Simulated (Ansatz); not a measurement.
A geometry of Ag away from equilibrium: step 12 of the relaxation of a generated cell, Ag built in the AFLOW prototype A_mC12_5_3c (A19). All values below come from PBE (plane waves to 420 eV, PAW, scalar-relativistic; Ansatz, a first-principles code). Γ-centred k-mesh 11×11×3 on the run's cell (coarser than for final values), Fermi–Dirac smearing 0.05 eV.

```xyz
6
Lattice="2.5368 -1.5274 0.0080 2.5368 1.5274 0.0080 -0.3060 0.0000 13.5749" Properties=species:S:1:pos:R:3:forces:R:3 pbc="T T T" free_energy=-45543.555 pressure_GPa=2.4
Ag     2.4603    -0.5091     3.4018    0.0000    0.0000    0.0000
Ag     2.3073    -0.5091    10.1892    0.0000    0.0000    0.0000
Ag     3.2549     1.0183     5.6669    0.0000    0.0000    0.0000
Ag     1.5127     1.0183     7.9241    0.0000    0.0000    0.0000
Ag     4.2025    -0.5092     1.1446    0.0000    0.0000    0.0000
Ag     0.5651    -0.5092    12.4463    0.0000    0.0000    0.0000
```

Positions in Å, forces in eV/Å, free energy of the cell in eV (comparable only within this code, potentials and settings). Largest force: all forces are below 0.005 eV/Å; the geometry lies 0.03 eV/atom above the end of its relaxation.

No spin polarisation in the result.

The run could not lose the symmetry of its start.
